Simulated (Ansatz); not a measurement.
Space group R-3m:H (No. 166). a = 3.209 Å, b = 3.209 Å, c = 23.315 Å, α = 90.00°, β = 90.00°, γ = 120.00°
| atom | site | symmetry | x | y | z |
| --- | --- | --- | --- | --- | --- |
| Hf | 6c | 3m | 0.0000 | 0.0000 | 0.7796 |
| Hf | 3a | -3m | 0.0000 | 0.0000 | 0.0000 |
| N | 6c | 3m | 0.6667 | 0.3333 | 0.9454 |

Equation of state of this Hf3N2 structure (not necessarily the ground state), with shape and atoms relaxed at each volume where symmetry leaves them free. It has no gap at any of these volumes. These are results of Ansatz 0.2.0, DFT r2SCAN, scalar-relativistic, plane waves, PAW, not measurements.

Plane waves to 500 eV, a k mesh through Γ of 12×12×12 on the computed 5-atom cell and Gaussian smearing (0.10 eV); no spin polarisation.

| V (Å³/atom) | E − E(largest V) (meV/atom) | P (GPa) |
| --- | --- | --- |
| 12.612 | 59.98 | 25.37 |
| 13.028 | 7.03 | 15.63 |
| 13.444 | -22.38 | 7.23 |
| 13.860 | -31.52 | 0.00 |
| 14.275 | -23.23 | -6.21 |
| 14.691 | 0.00 | -11.54 |

Task: Fit a third-order Birch–Murnaghan equation to E(V).

Result: V0 = 13.86 Å³/atom, B0 = 223 GPa, B0' = 4.0.

Spin-orbit coupling is left out, which matters for the bands of heavy elements.